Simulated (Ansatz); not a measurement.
Rh (fcc, Cu type)

```
Rh
1.0
    3.80012     0.00000     0.00000
    0.00000     3.80012     0.00000
    0.00000     0.00000     3.80012
Rh
4
Direct
  0.00000   0.00000   0.00000
  0.50000   0.50000   0.00000
  0.50000   0.00000   0.50000
  0.00000   0.50000   0.50000
```

Scan: atom 1 (Rh, nearest neighbour Rh at 2.687 Å; its periodic images, 3.8 Å or more away, move with it) is displaced along Cartesian x, direction (1.000, 0.000, 0.000) in Cartesian axes, by s. The other atoms stay.

Method: r2SCAN (plane waves to 500 eV, PAW, scalar-relativistic; Ansatz, a program for electronic structure). k mesh 10×10×10 (Γ-centred), Fermi-Dirac smearing 0.05 eV. Energies are smeared free energies. Compression counts positive. With partly filled bands, energies and forces of such displacements shift with the k mesh and the smearing. F∥ is the force on the atom along that direction. Rh is run without spin polarisation. Rh was relaxed with its symmetry unable to fall. The PAW data are Ansatz's earlier set. ΔE is measured from the undisplaced structure.

```csv
s (Å),ΔE (meV/cell),F∥ (eV/Å),P (GPa)
-0.270,429,3.273,5.4
-0.216,272,2.549,3.4
-0.162,153,1.889,1.9
-0.108,68,1.255,0.9
-0.054,17,0.627,0.2
0.000,0,0.000,0.0
0.054,17,-0.627,0.2
0.108,68,-1.255,0.9
0.162,153,-1.889,1.9
0.216,272,-2.549,3.4
0.270,429,-3.273,5.4
```

Key numbers:

The energy at s = 0.270 Å is 429 meV/cell and the force along the line at s = -0.270 Å is 3.27 eV/Å. The force constant k = d²E/ds² at s = 0 (finite differences) is 11.6 eV/Å². Symmetry of the curve: even: the same for both signs. Shape of the curve: a single well with its minimum at or next to zero displacement. Harmonic estimate at the end of the scan: ½ks² = 423 meV/cell against the computed 429 meV/cell, so the well is close to harmonic there.

(For displaced atoms, the force is minus the slope of the energy, and its curvature is a force constant, which sets phonon frequencies.)
